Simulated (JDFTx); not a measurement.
Reference run:

System: Au(110) (Fm-3m bulk; lattice of mp-81, not re-optimised at this level), 1x1 cell of 5 atoms in 5 planes, area 12.30 Å² a face, 5.9 Å between the outermost planes in a cell 21.9 Å high; k mesh 6×8×1, Fermi width 0.01 Ha, no spin polarisation.

The reference is PBE, GBRV ultrasoft potentials, plane waves to 20/100 Ha; code: a modified build of JDFTx. Unrelaxed; liquid: linear PCM (GLSSA13), water, 1 M NaF. The electron chemical potential μ is absolute (zero in the bulk liquid) and is turned into a potential by U = −μ/e − 4.44 V vs SHE, a convention.

```tsv
density cutoff alone	work function (eV)	U_pzc (V)	mean C above U_pzc (μF/cm²)	k states × plane waves	cycles, vacuum run	rough core time, vacuum run
80 Ha	5.02	0.40	15 over 0.5 V	20 × 7769	19	8 min
100 Ha	5.02	0.40	15 over 0.5 V	20 × 7769	19	8 min
130 Ha	5.02	0.40	15 over 0.5 V	20 × 7769	19	9 min
200 Ha	5.02	0.39	15 over 0.5 V	20 × 7769	19	10 min
```

The work function stays within 0.01 eV over all these settings; capacitances repeat to about ±0.2 μF/cm². The times are rough (shared hosts); only ratios past two mean anything.
